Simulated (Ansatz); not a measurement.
RbCl:
```
RbCl
1.0
    0.00000     3.34952     3.34952
    3.34952     0.00000     3.34952
    3.34952     3.34952     0.00000
Rb Cl
1 1
Direct
  0.00000   0.00000   0.00000
  0.50000   0.50000   0.50000
```

Plane-wave PAW PBE (Ansatz code) gives a gap of 4.83 eV without spin–orbit coupling, maximum at Γ, minimum at Γ.

**Question.** What happens when spin–orbit coupling is switched on?

**Answer.** The gap decreases by 0.04 eV, to 4.79 eV; maximum at Γ, minimum at Γ.

**Question.** How large is the spin–orbit splitting of the valence top at Γ?

**Answer.** The fourfold level lies 0.13 eV above the split-off pair.

**Question.** Give the electron effective mass with spin–orbit coupling.

**Answer.** 0.44 mₑ (isotropic).

**Question.** Give the hole effective mass with spin–orbit coupling, band 1 of 2 at the edge.

**Answer.** 8.2 along [100], 3.9 along [110], 3.2 along [111] (mₑ).

**Question.** Give the hole effective mass with spin–orbit coupling, band 2 of 2 at the edge.

**Answer.** 1.0 along [100], 1.2 along [110], 1.3 along [111] (mₑ).

Space group Fm-3m (rock salt). The PBE relaxation kept the symmetry of its start; phonons on a q-mesh show no instability.

Potentials: the later of the program's two PAW sets.
